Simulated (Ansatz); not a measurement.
## Electric field gradients in Ge

Method: DFT LDA, scalar-relativistic, plane waves, PAW in Ansatz 0.2.0. Cutoff 420 eV, 6×6×6 k-points (Γ-centred), fixed occupations. No spin polarisation.

Equilibrium structure at this level:
```
Ge
1.0
     5.87548    0.00000    0.00000
     0.00000    5.87548    0.00000
     0.00000    0.00000    6.90955
Ge
12
Direct
  0.08858 0.08858 0.00000
  0.41142 0.58858 0.75000
  0.91142 0.91142 0.50000
  0.58858 0.41142 0.25000
  0.17189 0.37017 0.25594
  0.12983 0.67189 0.00594
  0.82811 0.62983 0.75594
  0.87017 0.32811 0.50594
  0.67189 0.12983 0.99406
  0.62983 0.82811 0.24406
  0.32811 0.87017 0.49406
  0.37017 0.17189 0.74406
```

Question: Give V_zz (10²¹ V/m²) and the asymmetry η at each distinct site.

Answer:
```
       atom V_zz     η
Ge (atom 1)  4.61  0.73
Ge (atom 5)  5.58  0.79
```

This form isn't the element's structure at ambient conditions.

Cost: 1 run of about 4.7 core-minutes, on Oxide Virtual Turin-like Processor (Zen 5) (shared hosts).